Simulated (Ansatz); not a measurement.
TiPt₃:
```xyz
4
Lattice="3.8994 0.0000 0.0000 0.0000 3.8994 0.0000 0.0000 0.0000 3.8994" Properties=species:S:1:pos:R:3 pbc="T T T"
Ti     0.0000     0.0000     0.0000
Pt     0.0000     1.9497     1.9497
Pt     1.9497     0.0000     1.9497
Pt     1.9497     1.9497     0.0000
```

Relaxed with PBEsol. Special points in fractions of this cell's reciprocal vectors: Γ (0.000, 0.000, 0.000); X (0.000, 0.500, 0.000); M (0.500, 0.500, 0.000); R (0.500, 0.500, 0.500).

### Question
List the band energies nearest the Fermi level at these points for the program Ansatz at the PBEsol with spin–orbit coupling level (PAW).

### Answer
In eV from the Fermi level; about four levels below and three above (degenerate sets whole), none deeper than 8.9 eV; points with the same levels are listed once.

```json
[
 {"k": "Γ", "below": "-0.58 -0.58 -0.38 -0.38", "above": "0.08 0.08 0.08 0.08"},
 {"k": "X", "below": "-0.23 -0.23 -0.20 -0.20", "above": "0.01 0.01 0.44 0.44"},
 {"k": "M", "below": "-2.20 -2.20 -2.18 -2.18", "above": "0.16 0.16 0.26 0.26"},
 {"k": "R", "below": "-0.30 -0.30 -0.30 -0.30", "above": "0.71 0.71 1.40 1.40 1.40 1.40"}
]
```

Space group Pm-3m (Cu3Au type). The cell was relaxed with PBEsol under the symmetry of its start; of distortions, only those at the zone centre were tested. The run is not spin-polarised.

Potentials: the later of the program's two PAW sets.
